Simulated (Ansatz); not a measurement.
Input:

GaN:
```xyz
4
Lattice="3.1749 0.0000 0.0000 -1.5874 2.7495 0.0000 0.0000 0.0000 7.5234" Properties=species:S:1:pos:R:3 pbc="T T T"
Ga     1.5874     0.9165     1.8808
Ga     0.0000     1.8330     5.6425
N      0.0000     0.0000     5.6425
N      0.0000     0.0000     1.8808
```

This is the r²SCAN+D4-relaxed structure.

All from DFT-r²SCAN+D4 in the program Ansatz with PAW potentials, unless another level is named. Predict the electron effective mass.

0.20, 0.20, 0.35 mₑ (principal values).

Give the smallest direct gap on the standard path.

2.04 eV.

Next, the hole effective mass with spin–orbit coupling?

1.1, 1.6, 1.6 mₑ (principal values).

Next, the weight of the valence-edge state by species (Voronoi cells)?

N 92 %, Ga 8 %.

And the weight of the conduction-edge state by species (Voronoi cells)?

Ga 56 %, N 44 %.

What about the conduction-band minimum?

at Γ.

Space group P6_3/mmc. The first step of the workflow began from a Materials Project structure, measured or hypothetical; the Crystallography Open Database copy checked does not list it. It is not the phase usual at ambient conditions (space group No. 186, 216). The cell was relaxed with r²SCAN+D4 under the symmetry of its start; of distortions, only those at the zone centre were tested, and some modes there are weakly imaginary. Spin–orbit coupling is left out wherever it is not named.

Potentials: the later of the program's two PAW sets.
